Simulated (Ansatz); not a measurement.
Method: DFT PBE, scalar-relativistic, plane waves, PAW (Ansatz 0.2.0). All cells share a 420 eV cutoff and Γ-centred k meshes spaced at most about 0.3 Å⁻¹ (about 0.25 or finer for metals, 2π included). No spin polarisation in the final relaxations.

Temperature and zero-point effects are left out.

Two relaxed structures of Al₃C₂:

1.

```xyz
5
Lattice="3.0764 0.0000 0.0000 0.0000 3.0764 0.0000 0.0000 0.0000 5.7018" Properties=species:S:1:pos:R:3 pbc="T T T"
Al    0.0000    1.5382    2.0362
Al    1.5382    0.0000    3.6656
Al    1.5382    1.5382    0.0000
C     1.5382    0.0000    1.5580
C     0.0000    1.5382    4.1438
```

2.

```xyz
5
Lattice="3.1379 0.0000 0.0000 -1.5690 2.7175 0.0000 0.0000 0.0000 6.8327" Properties=species:S:1:pos:R:3 pbc="T T T"
Al    0.0000    0.0000    0.0000
Al    0.0000    1.8117    4.7160
Al    1.5690    0.9058    2.1167
C     0.0000    1.8117    1.2535
C     1.5690    0.9058    5.5792
```

Task: Which form is favoured at zero pressure, and by what margin per atom?

Result: Cell 2 is lower, by 178 meV/atom. Cell 1 has space group P-4m2 (No. 115), 10.8 Å³/atom and no gap on its mesh; cell 2 has space group P-3m1 (No. 164), 11.7 Å³/atom and no gap. Counting C atoms around Al (those within 1.25 times the shortest such distance or 1.15 times the sum of covalent radii; a slash parts the counts of unlike sites), cell 1 has Al 4/5 and cell 2 has Al 3/6. Even the lower one lies +0.22 eV/atom against the reference forms of the elements (uncorrected), so neither is stable at this level. In cell 1, Al on a site of symmetry 2mm is surrounded by 5 C at 2.11–2.23 Å and 2 Al at 2.55 Å; around Al on a site of symmetry -4m2 lie 4 C at 2.19 Å and 4 Al at 2.55 Å; C has 7 Al at 2.11–2.23 Å. In cell 2, around Al on a site of symmetry -3m lie 6 C at 2.20 Å; Al on a site of symmetry 3m is surrounded by 3 C at 2.01 Å; C has 3 Al at 2.01 Å and 3 Al at 2.20 Å. Both come from invented guesses. A third cell relaxed alike, in R-3m, lies 61 meV/atom below the lower of the two.

Weakly bound directions are ill-defined at this level, which has no dispersion term (P-3m1), and this can change margins and order among such cells. In P-4m2, P-3m1 an odd number of electrons in the primitive cell allows no gap without spin; a larger cell or a magnetic state could open one. Cells relaxed within their symmetry can be saddle points.
